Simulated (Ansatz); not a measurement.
Mg2Si:
```yaml
crystal:
  lattice:
    - [0.00000, 3.18220, 3.18220]
    - [3.18220, 0.00000, 3.18220]
    - [3.18220, 3.18220, 0.00000]
  atoms:
    - { symbol: Mg, position: [0.25000, 0.25000, 0.25000] }
    - { symbol: Mg, position: [0.75000, 0.75000, 0.75000] }
    - { symbol: Si, position: [0.00000, 0.00000, 0.00000] }
```

Relaxed with PBE. Special points in fractions of this cell's reciprocal vectors: Γ (0.000, 0.000, 0.000); X (0.500, 0.000, 0.500); U (0.625, 0.250, 0.625); K (0.375, 0.375, 0.750); L (0.500, 0.500, 0.500); W (0.500, 0.250, 0.750).

Problem. List the band energies nearest the valence-band maximum at these points for the program Ansatz at the PBE level (PAW).

Solution. In eV from the valence-band maximum; about four levels below and three above (degenerate sets whole), none deeper than 8.9 eV; points with the same levels are listed once.

```json
[
 {"k": "Γ", "below": "0.00 0.00 0.00", "above": "1.84 2.57 2.57 2.57"},
 {"k": "X", "below": "-7.11 -4.41 -1.93 -1.93", "above": "0.22 0.41 7.89 7.89"},
 {"k": "U", "below": "-7.13 -3.99 -3.41 -1.61", "above": "0.70 2.97 5.83"},
 {"k": "L", "below": "-7.66 -4.73 -0.70 -0.70", "above": "1.24 2.56 2.56"},
 {"k": "W", "below": "-7.06 -3.58 -3.58 -2.63", "above": "2.67 3.55 3.55"}
]
```

Space group Fm-3m (fluorite or antifluorite type). The cell was relaxed with PBE under the symmetry of its start; phonons on a q-mesh show no instability.

Potentials: the later of the program's two PAW sets.
